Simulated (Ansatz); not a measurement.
Input:

Ba2BiSb2:
```
CELL_PARAMETERS angstrom
     -2.41450     3.83477     5.06232
      2.41450    -3.83477     5.06232
      2.41450     3.83477    -5.06232
ATOMIC_POSITIONS crystal
  Bi 0.00000 0.00000 0.00000
  Ba 0.71938 0.21938 0.50000
  Ba 0.28062 0.78062 0.50000
  Sb 0.70272 0.50000 0.20272
  Sb 0.29728 0.50000 0.79728
```

This is the PBE-relaxed structure.

Problem. All from PBE (plane waves, PAW; program Ansatz), unless another level is named. Give the electronic character.

Solution. metallic (no gap).

Problem. Next, the density of states at the Fermi level?

Solution. 0.47 states/eV per atom (mean over ±0.08 eV).

Problem. Next, the formation energy from the elements (no fitted shifts)?

Solution. -0.86 eV/atom.

Space group Immm. The workflow started from an entry of the Crystallography Open Database (COD, 293 K). Its standing as an ambient phase is unchecked. Symmetry was held in the PBE relaxation; its stability against distortions is not shown here. The references are the lowest solids computed at this level, not always the standard phases. Scalar-relativistic: spin–orbit coupling is off unless named, which matters more the heavier the elements.

Potentials: the later of the program's two PAW sets.
